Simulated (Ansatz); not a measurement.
Computed with Ansatz, DFT PBE, scalar-relativistic, plane waves, PAW. Cutoff 420 eV, Γ-centred 10×10×4 mesh (10-atom cell), Gaussian smearing of 0.10 eV, no spin polarisation.

Formation energies are uncorrected and refer to the elements' standard structures at the same level.

Task: Give a relaxed trial structure of a tetragonal metal with formula CaSi2S2, with a formation energy near −0.36 eV/atom and about 25 Å³ per atom, in a cell of 10 atoms.

Result: CaSi2S2, space group P4_2/nmc (No. 137). Ca is surrounded by 4 S at 2.96 Å and 8 Si at 3.08 Å; Si is surrounded by 2 S at 2.25 Å, 1 Si at 2.33 Å and 4 Ca at 3.08 Å; around S lie 2 Si at 2.25 Å and 2 Ca at 2.96 Å.

```cif
data_structure
_symmetry_space_group_name_H-M 'P4_2/nmc:1'
_symmetry_Int_Tables_number 137
_cell_length_a 4.0356
_cell_length_b 4.0356
_cell_length_c 15.1244
_cell_angle_alpha 90.000
_cell_angle_beta 90.000
_cell_angle_gamma 90.000
_cell_volume 246.32
loop_
_atom_site_label
_atom_site_type_symbol
_atom_site_symmetry_multiplicity
_atom_site_Wyckoff_symbol
_atom_site_fract_x
_atom_site_fract_y
_atom_site_fract_z
_atom_site_occupancy
Ca1 Ca 2 a 0.00000 0.00000 0.00000 1
Si1 Si 4 c 0.00000 0.00000 0.57699 1
S1 S 4 d 0.50000 0.00000 0.14335 1
```

* Volume per atom: 24.6 Å³
* Density: 2.2 g/cm³
* Energy over the elements: −0.36 eV/atom
* Gap on the 10×10×4 mesh of the 10-atom cell: 0 eV (a metal)

The structure comes from a generated guess, relaxed at this level; another structure or a mixture of phases may lie lower. Other answers may fit too; this one was computed.

No dispersion correction is applied, so the spacing and binding between layers, chains or molecules are poorly described. The reference form of S is held partly by dispersion forces, which this level lacks. A structure relaxed within its symmetry needn't be a true minimum.
